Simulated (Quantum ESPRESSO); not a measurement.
## TiMo7 (input and log of a self-consistent run)

A calculation, not a measurement. The program is pw.x of Quantum ESPRESSO 7.5 (plane-wave density functional theory). The cell is made up: eight metal atoms on a hexagonal close-packed lattice, with elements, volume, strain and displacements drawn at random and not relaxed, so it may be unstable or far from any real phase. PseudoDojo standard norm-conserving files set the functional (PBE unless stated); there is no spin polarisation or spin-orbit coupling, the Fermi-Dirac width of 0.25 eV means electrons at about 2900 K, and the masses in the input are unused placeholders. A spin test at this wide smearing found no moment, but such smearing suppresses magnetism that the real alloy may have.

Input:

```
&control calculation='scf', pseudo_dir='./dojo.nc.sr.pbe.v0_5.standard.upf', outdir='./o', disk_io='minimal', tprnfor=.true., tstress=.true. /
&system ibrav=0, nat=8, ntyp=2, nbnd=73, ecutwfc=84.00895049, nosym=.true., tot_charge=0,
 occupations='smearing', smearing='fd', degauss=0.0183746611
/
&electrons conv_thr=1.470e-08, electron_maxstep=70, mixing_beta=0.5 /
ATOMIC_SPECIES
Mo 1.0 Mo.upf
Ti 1.0 Ti.upf
CELL_PARAMETERS angstrom
-2.8203 -0.0009 -0.0139
-0.0212 4.7867 -4.5281
-0.0244 -4.7402 -4.4789
ATOMIC_POSITIONS angstrom
Ti 0.0548 0.0479 -0.0127
Mo -0.0691 1.6208 -2.2761
Mo -0.0301 -0.0042 -4.5452
Mo -0.0022 1.6168 -6.781
Mo -1.5575 -0.7536 -2.2418
Mo -1.4294 -2.4159 -4.4939
Mo -1.4866 -0.7959 -6.6983
Mo -1.3706 2.3904 -4.5233
K_POINTS automatic
8 4 4 1 1 1
```

The log is shortened where brackets say so; the opening notice, blank lines, dates and the lines on written files are dropped, and the path of the files is cut. It prints rydbergs, bohrs and kilobars, and counts compression as positive stress. Its total energy is the free energy E - TS of the whole cell.

```
     Program PWSCF v.7.5
     Parallel version (MPI & OpenMP), running on       4 processor cores
     Number of MPI processes:                 4
     Threads/MPI process:                     1
     [start-up lines left out]
     bravais-lattice index     =            0
     lattice parameter (alat)  =       5.3297  a.u.
     unit-cell volume          =     816.5282 (a.u.)^3
     number of atoms/cell      =            8
     number of atomic types    =            2
     number of electrons       =       110.00
     number of Kohn-Sham states=           73
     kinetic-energy cutoff     =      84.0090  Ry
     charge density cutoff     =     336.0358  Ry
     scf convergence threshold =      1.5E-08
     mixing beta               =       0.5000
     number of iterations used =            8  plain     mixing
     Exchange-correlation= PBE
                           (   1   4   3   4   0   0   0)
     [axes and pseudopotential details left out]
   Cartesian axes
     site n.     atom                  positions (alat units)
         1        Ti     tau(   1) = (   0.0194303   0.0169838  -0.0045030  )
         2        Mo     tau(   2) = (  -0.0245006   0.5746836  -0.8070320  )
         3        Mo     tau(   3) = (  -0.0106725  -0.0014892  -1.6115819  )
         4        Mo     tau(   4) = (  -0.0007800   0.5732654  -2.4043248  )
         5        Mo     tau(   5) = (  -0.5522395  -0.2672024  -0.7948703  )
         6        Mo     tau(   6) = (  -0.5068193  -0.8566006  -1.5933926  )
         7        Mo     tau(   7) = (  -0.5271006  -0.2822006  -2.3750021  )
         8        Mo     tau(   8) = (  -0.4859707   0.8475591  -1.6038169  )
     number of k points=    64  Fermi-Dirac smearing, width (Ry)=  0.0184
                       cart. coord. in units 2pi/alat
        k(    1) = (  -0.0621164  -0.0003818  -0.0779692), wk =   0.0312500
        k(    2) = (  -0.0617049  -0.0747980  -0.1566372), wk =   0.0312500
     [further k points left out]
     Dense  grid:    84969 G-vectors     FFT dimensions: (  32,  75,  72)
     Estimated max dynamical RAM per process >     325.55 MB
     Estimated total dynamical RAM >       1.21 GB
     Initial potential from superposition of free atoms
     starting charge     109.9884, renormalised to     110.0000
     Starting wfcs are   80 randomized atomic wfcs
     total cpu time spent up to now is        3.9 secs
     per-process dynamical memory:   264.4 Mb
     Self-consistent Calculation
     iteration #  1     ecut=    84.01 Ry     beta= 0.50
     Davidson diagonalization with overlap
     ethr =  1.00E-02,  avg # of iterations =  2.9
     total cpu time spent up to now is       12.6 secs
     total energy              =   -1100.61104178 Ry
     estimated scf accuracy    <       3.17019920 Ry
     iteration #  2     ecut=    84.01 Ry     beta= 0.50
     Davidson diagonalization with overlap
     ethr =  2.88E-03,  avg # of iterations =  6.8
     total cpu time spent up to now is       23.5 secs
     total energy              =   -1100.79148455 Ry
     estimated scf accuracy    <      24.96872979 Ry
     iteration #  3     ecut=    84.01 Ry     beta= 0.50
     Davidson diagonalization with overlap
     ethr =  2.88E-03,  avg # of iterations =  4.2
     total cpu time spent up to now is       32.7 secs
     total energy              =   -1101.91779701 Ry
     estimated scf accuracy    <       7.49713874 Ry
     iteration #  4     ecut=    84.01 Ry     beta= 0.50
     Davidson diagonalization with overlap
     ethr =  2.88E-03,  avg # of iterations =  2.1
     total cpu time spent up to now is       39.7 secs
     total energy              =   -1102.25466197 Ry
     estimated scf accuracy    <       2.43275764 Ry
     iteration #  5     ecut=    84.01 Ry     beta= 0.50
     Davidson diagonalization with overlap
     ethr =  2.21E-03,  avg # of iterations =  2.2
     total cpu time spent up to now is       46.7 secs
     total energy              =   -1102.19936434 Ry
     estimated scf accuracy    <       1.37715574 Ry
     [iterations 6 to 17 left out]
     iteration # 18     ecut=    84.01 Ry     beta= 0.50
     Davidson diagonalization with overlap
     ethr =  1.13E-09,  avg # of iterations =  1.0
     total cpu time spent up to now is      143.8 secs
     total energy              =   -1102.41746884 Ry
     estimated scf accuracy    <       0.00000013 Ry
     iteration # 19     ecut=    84.01 Ry     beta= 0.50
     Davidson diagonalization with overlap
     ethr =  1.16E-10,  avg # of iterations =  3.3
     total cpu time spent up to now is      151.7 secs
     total energy              =   -1102.41746884 Ry
     estimated scf accuracy    <       0.00000039 Ry
     iteration # 20     ecut=    84.01 Ry     beta= 0.50
     Davidson diagonalization with overlap
     ethr =  1.16E-10,  avg # of iterations =  2.0
     total cpu time spent up to now is      158.8 secs
     total energy              =   -1102.41746885 Ry
     estimated scf accuracy    <       0.00000026 Ry
     iteration # 21     ecut=    84.01 Ry     beta= 0.50
     Davidson diagonalization with overlap
     ethr =  1.16E-10,  avg # of iterations =  1.2
     total cpu time spent up to now is      165.2 secs
     total energy              =   -1102.41746886 Ry
     estimated scf accuracy    <       0.00000006 Ry
     iteration # 22     ecut=    84.01 Ry     beta= 0.50
     Davidson diagonalization with overlap
     ethr =  5.09E-11,  avg # of iterations =  1.1
     total cpu time spent up to now is      171.6 secs
     End of self-consistent calculation
     [lines on levels left out]
!    total energy              =   -1102.41746886 Ry
     estimated scf accuracy    <          1.6E-09 Ry
     smearing contrib. (-TS)   =      -0.15909548 Ry
     internal energy E=F+TS    =   -1102.25837338 Ry
     The total energy is F=E-TS. E is the sum of the following terms:
     one-electron contribution =    -151.06733147 Ry
     hartree contribution      =     145.78126351 Ry
     xc contribution           =    -162.44110699 Ry
     ewald contribution        =    -934.53119843 Ry
     convergence has been achieved in  22 iterations
     Forces acting on atoms (cartesian axes, Ry/au):
     atom    1 type  2   force =    -0.00019078   -0.03549114    0.01714896
     atom    2 type  1   force =    -0.00420586   -0.00673723   -0.01255246
     atom    3 type  1   force =    -0.00223962   -0.00892355    0.01951351
     atom    4 type  1   force =    -0.00247026    0.00356525    0.01041008
     atom    5 type  1   force =     0.00237389   -0.00060852   -0.01556028
     atom    6 type  1   force =     0.00051994    0.02195665    0.00772602
     atom    7 type  1   force =     0.00361484    0.01784424   -0.02121429
     atom    8 type  1   force =     0.00259784    0.00839431   -0.00547154
     Total force =     0.063607     Total SCF correction =     0.000243
     Computing stress (Cartesian axis) and pressure
          total   stress  (Ry/bohr**3)                   (kbar)     P=      177.57
   0.00121968  -0.00012459   0.00004355          179.42      -18.33        6.41
  -0.00012459   0.00094451  -0.00002008          -18.33      138.94       -2.95
   0.00004355  -0.00002008   0.00145717            6.41       -2.95      214.36
     init_run     :      3.72s CPU      3.87s WALL (       1 calls)
     electrons    :    163.95s CPU    167.72s WALL (       1 calls)
     forces       :      1.25s CPU      1.25s WALL (       1 calls)
     stress       :      4.18s CPU      4.19s WALL (       1 calls)
     [timing details left out]
     PWSCF        :   2m53.16s CPU   2m57.10s WALL
     JOB DONE.
```

In other units: free energy -14999.154 eV for the cell, pressure 17.76 GPa, largest force component 0.913 eV/Å in size. The run took 179 s of wall time with four MPI processes on a shared machine (AMD EPYC, Zen 5, virtual cores), so the time is rough. A rerun of this cell at a higher cutoff and on a denser mesh moved values by no more than 0.006 eV in energy, 0.18 GPa in stress and 0.007 eV/Å in force, and a second program with other atomic files agreed on that cell to 2 % rms in force and 0.5 GPa in pressure.